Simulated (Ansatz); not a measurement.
TaAsO5:
Space group Pnma (No. 62); a = 11.657 Å, b = 5.505 Å, c = 6.870 Å, α = β = γ = 90.00°

```tsv
atom	site	symmetry	x	y	z
Ta	4c	.m.	0.0590	0.2500	0.1611
As	4c	.m.	0.1540	0.7500	0.4724
O	4c	.m.	0.2050	0.2500	0.0180
O	8d	1	0.1227	0.0007	0.3486
O	4c	.m.	0.4140	0.2500	0.1868
O	4a	-1	0.0000	0.0000	0.0000
```

Relaxed with r²SCAN.

Task: Which orbitals make up the states near the band edges in plane-wave PAW r²SCAN (Ansatz code)?

Result: Top 1 eV of the valence band: O 2p 98 %. Bottom 1 eV of the conduction band: Ta 5d 75 %, O 2p 15 %. Projections are on Löwdin-orthogonalised atomic valence shells; empty p or d shells of many metals are not among them.

Task: Tabulate the density of states.

Result: States/eV per cell of 28 atoms, in 0.25 eV bins, energy from the valence-band maximum.

| E (eV) | total | O 2p | Ta 5d | As 4p |
|---|---|---|---|---|
| -7.85 | 0.00 | 0.00 | 0.00 | 0.00 |
| -7.60 | 0.00 | 0.00 | 0.00 | 0.00 |
| -7.35 | 0.00 | 0.00 | 0.00 | 0.00 |
| -7.10 | 0.00 | 0.00 | 0.00 | 0.00 |
| -6.85 | 0.00 | 0.00 | 0.00 | 0.00 |
| -6.60 | 0.00 | 0.00 | 0.00 | 0.00 |
| -6.35 | 29.00 | 19.36 | 4.29 | 3.80 |
| -6.10 | 14.01 | 9.61 | 1.50 | 1.79 |
| -5.85 | 8.84 | 6.16 | 0.77 | 1.18 |
| -5.60 | 12.15 | 8.66 | 0.82 | 1.67 |
| -5.35 | 8.07 | 5.83 | 0.43 | 1.10 |
| -5.10 | 17.89 | 13.06 | 0.76 | 2.55 |
| -4.85 | 6.04 | 4.43 | 0.18 | 0.91 |
| -4.60 | 0.00 | 0.00 | 0.00 | 0.00 |
| -4.35 | 0.00 | 0.00 | 0.00 | 0.00 |
| -4.10 | 4.47 | 3.16 | 1.02 | 0.05 |
| -3.85 | 16.23 | 11.80 | 3.00 | 0.47 |
| -3.60 | 23.21 | 17.27 | 4.49 | 0.44 |
| -3.35 | 29.61 | 22.78 | 5.10 | 0.50 |
| -3.10 | 14.85 | 11.87 | 2.25 | 0.22 |
| -2.85 | 15.31 | 12.34 | 2.53 | 0.13 |
| -2.60 | 15.20 | 12.53 | 2.21 | 0.13 |
| -2.35 | 14.45 | 12.62 | 1.19 | 0.22 |
| -2.10 | 25.45 | 23.27 | 0.82 | 0.56 |
| -1.85 | 25.69 | 23.69 | 0.83 | 0.43 |
| -1.60 | 31.31 | 29.25 | 0.79 | 0.52 |
| -1.35 | 33.66 | 31.99 | 0.59 | 0.39 |
| -1.10 | 26.30 | 25.31 | 0.39 | 0.16 |
| -0.85 | 25.96 | 25.34 | 0.20 | 0.09 |
| -0.60 | 28.31 | 27.66 | 0.24 | 0.08 |
| -0.35 | 15.59 | 15.28 | 0.12 | 0.04 |
| -0.10 | 6.38 | 6.30 | 0.02 | 0.01 |
| 0.15 | 0.00 | 0.00 | 0.00 | 0.00 |
| 0.40 | 0.00 | 0.00 | 0.00 | 0.00 |
| 0.65 | 0.00 | 0.00 | 0.00 | 0.00 |
| 0.90 | 0.00 | 0.00 | 0.00 | 0.00 |
| 1.15 | 0.00 | 0.00 | 0.00 | 0.00 |
| 1.40 | 0.00 | 0.00 | 0.00 | 0.00 |
| 1.65 | 0.00 | 0.00 | 0.00 | 0.00 |
| 1.90 | 0.00 | 0.00 | 0.00 | 0.00 |
| 2.15 | 0.00 | 0.00 | 0.00 | 0.00 |
| 2.40 | 0.00 | 0.00 | 0.00 | 0.00 |
| 2.65 | 0.00 | 0.00 | 0.00 | 0.00 |
| 2.90 | 0.00 | 0.00 | 0.00 | 0.00 |
| 3.15 | 0.00 | 0.00 | 0.00 | 0.00 |
| 3.40 | 0.00 | 0.00 | 0.00 | 0.00 |
| 3.65 | 0.22 | 0.02 | 0.18 | 0.01 |
| 3.90 | 4.17 | 0.40 | 3.37 | 0.15 |
| 4.15 | 3.67 | 0.47 | 2.78 | 0.18 |
| 4.40 | 17.05 | 2.60 | 12.63 | 0.78 |
| 4.65 | 15.94 | 2.80 | 11.91 | 0.42 |
| 4.90 | 1.93 | 0.39 | 1.40 | 0.03 |
| 5.15 | 3.20 | 0.69 | 1.83 | 0.04 |
| 5.40 | 11.73 | 2.45 | 3.94 | 0.25 |
| 5.65 | 18.37 | 4.41 | 8.98 | 0.73 |
| 5.90 | 20.10 | 5.14 | 10.41 | 0.69 |
| 6.15 | 14.93 | 4.00 | 7.02 | 0.29 |
| 6.40 | 6.32 | 1.73 | 2.31 | 0.10 |
| 6.65 | 8.33 | 2.24 | 3.21 | 0.34 |
| 6.90 | 1.95 | 0.53 | 0.72 | 0.08 |
| 7.15 | 0.08 | 0.02 | 0.03 | 0.00 |
| 7.40 | 0.00 | 0.00 | 0.00 | 0.00 |
| 7.65 | 0.00 | 0.00 | 0.00 | 0.00 |
| 7.90 | 1.03 | 0.10 | 0.15 | 0.17 |
| 8.15 | 6.43 | 0.62 | 1.36 | 1.19 |
| 8.40 | 14.56 | 1.67 | 3.27 | 3.67 |

The workflow started from a Materials Project entry (that database holds measured and hypothetical structures alike); the Crystallography Open Database copy checked does not list it. Whether it is the stable phase at ambient conditions was not checked. The cell was relaxed with r²SCAN under the symmetry of its start; whether a distortion lowers the energy is not shown. No spin polarisation was allowed. Spin–orbit coupling is left out wherever it is not named.

Potentials: the earlier of the program's two PAW sets.
